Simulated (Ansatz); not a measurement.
Relaxed-ion elastic tensor of Mg in space group Fd-3m (No. 227; Mg on 8a, Mg on 16d) in GPa (Voigt order), r²SCAN (plane waves, PAW; program Ansatz); density 1.72 g/cm³, 23.40 Å³ per atom.

```
66.3  23.3  23.3   0.0   0.0   0.0
23.3  66.3  23.3   0.0   0.0   0.0
23.3  23.3  66.3   0.0   0.0   0.0
 0.0   0.0   0.0  27.8   0.0   0.0
 0.0   0.0   0.0   0.0  27.8   0.0
 0.0   0.0   0.0   0.0   0.0  27.8
```

Problem. Is the crystal mechanically stable?

Solution. Yes: the smallest eigenvalue of C is 27.8 GPa.

Problem. Work out the Voigt, Reuss and Hill averages.

Solution. K_V = 37.6, K_R = 37.6, K_H = 37.6; G_V = 25.3, G_R = 24.9, G_H = 25.1 GPa.

Problem. Give Young's modulus, Poisson's ratio, Pugh's ratio and the universal anisotropy index.

Solution. E = 9KG/(3K + G) = 61.6 GPa; ν = 0.23; K/G = 1.50 (brittle by the Pugh limit of 1.75); A_U = 5G_V/G_R + K_V/K_R − 6 = 0.08.

Problem. Estimate the sound speeds and the Debye temperature.

Solution. v_l = √((K + 4G/3)/ρ) = 6420 m/s, v_t = √(G/ρ) = 3810 m/s, mean 4220 m/s; Θ = (h/k)(3n/4πV)^(1/3) v_m = 440 K.

Problem. Give the Zener ratio and Young's modulus along [100], [110] and [111].

Solution. A = 2C44/(C11 − C12) = 1.30; 1/E = S11 − 2(S11 − S12 − S44/2)Γ with Γ = 0, 1/4, 1/3 gives 54.1, 63.2, 67.0 GPa.

The start of the workflow was typed in or built on a structure type; neither database checked (COD, Materials Project) lists it. It is not the phase usual at ambient conditions (space group No. 194). Symmetry was held in the r²SCAN relaxation; its stability against distortions is not shown here. As this level gives no gap, shear constants depend on the k-mesh and smearing (Fermi–Dirac, 0.1 eV here).

Potentials: the later of the program's two PAW sets.
